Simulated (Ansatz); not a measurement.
TePb$_{2}$S:
Space group R-3m, hexagonal axes (No. 166); a = 4.422 Å, b = 4.422 Å, c = 21.617 Å, α = 90.00°, β = 90.00°, γ = 120.00°

```csv
atom,site,symmetry,x,y,z
Te,3b,-3m,0.0000,0.0000,0.5000
Pb,6c,3m,0.0000,0.0000,0.2585
S,3a,-3m,0.0000,0.0000,0.0000
```
(The calculation used a cell of 4 atoms; values per cell refer to that cell.)

Relaxed with r²SCAN. r²SCAN (plane waves, PAW; program Ansatz) gives a gap of 0.88 eV.

### Question
What gap does HSE06 give on the same cell (Ansatz, PAW)?

### Answer
1.01 eV, 0.13 eV more. The hybrid was solved on a coarser mesh and at special points; its gap is the smallest among all of these.

```
k   v1 r²SCAN  c1 r²SCAN  v1 HSE06  c1 HSE06
--  ---------  ---------  --------  --------
Γ        0.00       1.00       [?]       [?]
T       -0.91       2.49       [?]       [?]
L       -1.89       3.38       [?]       [?]
F       -0.02       0.88     -0.04      1.01
S0      -0.74       1.94     -0.82      2.17
H0      -1.37       2.49       [?]       [?]
```

### Question
Top valence (v1) and lowest conduction level (c1) in eV from each method's valence maximum (which need not be a listed point): supply the withheld HSE06 values.

### Answer

- Γ, v1 HSE06: 0.00
- Γ, c1 HSE06: 1.13
- L, v1 HSE06: -2.03
- L, c1 HSE06: 3.62
- H0, v1 HSE06: -1.49
- H0, c1 HSE06: 2.74
- T, v1 HSE06: -0.98
- T, c1 HSE06: 2.74

Cost on shared cores: the r²SCAN run (SCF on a 7×7×7 mesh, then bands and DOS) about 60 core-seconds (a rough figure), the HSE06 run (SCF on 6×6×6, then a few points) about 9 core-minutes (a rough figure); the tasks are unlike.

The workflow started from a Materials Project entry (that database holds measured and hypothetical structures alike); the Crystallography Open Database copy checked does not list it. Its standing as an ambient phase is unchecked. The r²SCAN relaxation kept the symmetry of its start; its stability against distortions is not shown here. Spin–orbit coupling is left out wherever it is not named.

Potentials: the later of the program's two PAW sets.
